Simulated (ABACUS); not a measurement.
Consider a self-consistent single point of HgTe (P3_221, 12 atoms in the cell; from Materials Project mp-1071269, changed as shown).

```yaml
crystal:
  lattice:
    - [4.50295, 0.00000, 0.00000]
    - [0.00000, 7.79935, 0.00000]
    - [0.00000, 0.00000, 10.05092]
  atoms:
    - { symbol: Hg, position: [0.34416, 0.34416, 0.00000] }
    - { symbol: Hg, position: [0.31168, 0.00000, 0.66667] }
    - { symbol: Hg, position: [0.84416, 0.15584, 0.33333] }
    - { symbol: Hg, position: [0.84416, 0.84416, 0.00000] }
    - { symbol: Hg, position: [0.81168, 0.50000, 0.66667] }
    - { symbol: Hg, position: [0.34416, 0.65584, 0.33333] }
    - { symbol: Te, position: [0.25686, 0.25686, 0.50000] }
    - { symbol: Te, position: [0.48628, 0.00000, 0.16667] }
    - { symbol: Te, position: [0.75686, 0.24314, 0.83333] }
    - { symbol: Te, position: [0.75686, 0.75686, 0.50000] }
    - { symbol: Te, position: [0.98628, 0.50000, 0.16667] }
    - { symbol: Te, position: [0.25686, 0.74314, 0.83333] }
```

Computed with LDA (PW92), numerical atomic orbitals DZP (confined pseudo-atomic orbitals with Gaussian additions; energy shift 0.01 Ry), PseudoDojo 0.4 standard norm-conserving LDA (tails mended) pseudopotentials run with ABACUS.

ABACUS settings:

| setting | value |
|---|---|
| basis | DZP numerical atomic orbitals, energy shift 0.01 Ry |
| KPT | Gamma 6 4 2 0 0 0 |
| basis_type | lcao |
| dft_functional | PWLDA |
| ecutwfc | 100 Ry |
| smearing_method | fd |
| smearing_sigma | 0.000734986 Ry |
| potentials | PseudoDojo 0.4 standard norm-conserving LDA (tails mended) |
| symmetry | 1 |
| symmetry_prec | 1e-05 |
| ks_solver | scalapack_gvx |
| scf_nmax | 100 |
| scf_thr | 1.0e-07 |
| mixing_type | pulay |

Task: Estimate, at this level of theory: gap on the k-point mesh, pressure and largest force (vector length).

Result: The run gave:

```
Item                                Value
-----------------------------  ----------
Gap on the k-point mesh           0.63 eV
Pressure                         1.56 GPa
Largest force (vector length)  0.907 eV/Å
```

Gaps are taken between levels on the mesh.

For comparison: a first run was changed to give this one (lattice scaled by 0.98), and from it to this one the free energy goes down by 3.3 meV/atom, the pressure goes from -1.93 to 1.56 GPa, the largest force goes from 0.384 to 0.907 eV/Å and the gap on the mesh goes from 0.674 to 0.629 eV.

Spin-orbit coupling is left out, which matters for bands and gaps with elements this heavy. The atom-centred basis is finite, which shifts total energies, pressures, gaps and forces against plane waves. The structure comes from a collection of computed structures, made at another level of theory; the collection holds predicted forms beside known ones. Its lattice was then scaled.

Cost on one core: around 40 core-seconds (rough).

The atomic orbitals were generated for these runs; they are not ABACUS's published sets and were checked against plane waves on a few crystals only.

“Tails mended”: in these copies of the files the far tail of each local potential was reset to the Coulomb form.
